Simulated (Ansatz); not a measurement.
**Strain response of ZnIr**

Method: Ansatz, DFT PBEsol, scalar-relativistic, plane waves, PAW. (420 eV cutoff, 18×18×10 k-mesh, Gaussian smearing of 0.10 eV, no spin polarisation)

Starting point, cell and atoms relaxed:

```
CELL_PARAMETERS angstrom
2.75775 0.00000 0.00000
-1.37887 2.38828 0.00000
0.00000 0.00000 4.15339
ATOMIC_POSITIONS crystal
Zn 0.66667 0.33333 0.50000
Ir 0.00000 0.00000 0.00000
```

Deformation: biaxial strain in the a-b plane, with the length and tilt of c and the atoms relaxed, all within the symmetry that the strain leaves. Energies are extrapolated to zero smearing.

Spin–orbit coupling is left out, which can shift energies with elements as heavy as these.

| strain (%) | ΔE (meV/atom) | a (Å) | b (Å) | c (Å) |
| --- | --- | --- | --- | --- |
| -3.0 | 36.3 | 2.675 | 2.675 | 4.261 |
| -2.0 | 15.6 | 2.703 | 2.703 | 4.223 |
| -1.0 | 3.8 | 2.730 | 2.730 | 4.188 |
| +0.0 | 0.0 | 2.758 | 2.758 | 4.153 |
| +1.0 | 3.1 | 2.785 | 2.785 | 4.119 |
| +2.0 | 12.6 | 2.813 | 2.813 | 4.086 |
| +3.0 | 27.6 | 2.840 | 2.840 | 4.053 |

Q: What stiffness (1/V) d²E/dε² at zero strain does a cubic fit over all points give?

A: A cubic fit gives (1/V) d²E/dε² = 834 GPa at zero strain (twice the biaxial modulus).

Q: How does the free axis c answer a small strain?

A: Between the innermost points its strain is -0.83 times the applied one.